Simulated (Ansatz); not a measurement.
Rh (fcc (Cu type), Fm-3m) at seven volumes, r²SCAN+D4 in the plane-wave PAW code Ansatz, scaled uniformly. One row is withheld.

| V (Å³/atom) | P (GPa) |
|---|---|
| 12.368 | 35.09 |
| 12.776 | 21.21 |
| 13.184 | 9.65 |
| 13.591 | 0.01 |
| 13.999 | -7.99 |
| 14.407 | ? |
| 14.815 | -20.13 |

Problem. Fit the shown pressures and predict the withheld one.

Solution. P = (3/2)B₀(x^(7/2) − x^(5/2))[1 + (3/4)(B′ − 4)(x − 1)] with x = (V₀/V)^(2/3). Least squares on the six rows gives V₀ = 13.592 Å³/atom, B₀ = 292 GPa, B′ = 5.14. At V = 14.407, x = 0.9619 and P = -14.64 GPa. The run itself gave -14.64 GPa.

The r²SCAN+D4 relaxation kept the symmetry of its start. The run is not spin-polarised. The pairwise dispersion correction was not fitted to metals.

Potentials: the earlier of the program's two PAW sets.
